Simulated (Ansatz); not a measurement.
Ag3Au:
```cif
data_Ag3Au
_chemical_formula_sum 'Ag3 Au1'
_space_group_name_H-M_alt 'Pm-3m'
_space_group_IT_number 221
_space_group_name_Hall '-P 4 2 3'
_cell_length_a 4.10719
_cell_length_b 4.10719
_cell_length_c 4.10719
_cell_angle_alpha 90.000
_cell_angle_beta 90.000
_cell_angle_gamma 90.000
loop_
_atom_site_label
_atom_site_type_symbol
_atom_site_symmetry_multiplicity
_atom_site_Wyckoff_symbol
_atom_site_fract_x
_atom_site_fract_y
_atom_site_fract_z
_atom_site_occupancy
Ag1 Ag 3 c 0.00000 0.50000 0.50000 1
Au1 Au 1 a 0.00000 0.00000 0.00000 1
```

Relaxed with r²SCAN.

Q: Tabulate the valence density and the electron localisation function along the shortest Ag–Ag contact (2.90 Å), r²SCAN in the plane-wave PAW code Ansatz.

A: 

```
distance from Ag (Å)  density (e/Å³)   ELF
--------------------  --------------  ----
0.29                           15.59  0.75
0.44                           10.74  0.66
0.58                            6.29  0.57
0.73                            3.08  0.48
0.87                            1.29  0.37
1.02                            0.58  0.25
1.16                            0.33  0.18
1.31                            0.23  0.15
1.45                            0.20  0.14
1.60                            0.23  0.15
1.74                            0.33  0.18
1.89                            0.58  0.25
2.03                            1.29  0.37
2.18                            3.08  0.48
2.32                            6.29  0.57
2.47                           10.74  0.66
2.61                           15.59  0.75
```

The density is the valence pseudo-density with augmentation charge, so density and ELF within about 1 Å of a nucleus are not all-electron values.

The workflow started from a Materials Project entry (that database holds measured and hypothetical structures alike); the Crystallography Open Database copy checked does not list it. Whether it is the stable phase at ambient conditions was not checked. The cell was relaxed with r²SCAN under the symmetry of its start; whether a distortion lowers the energy is not shown. No spin polarisation was allowed. Spin–orbit coupling is left out wherever it is not named.

Potentials: the later of the program's two PAW sets.
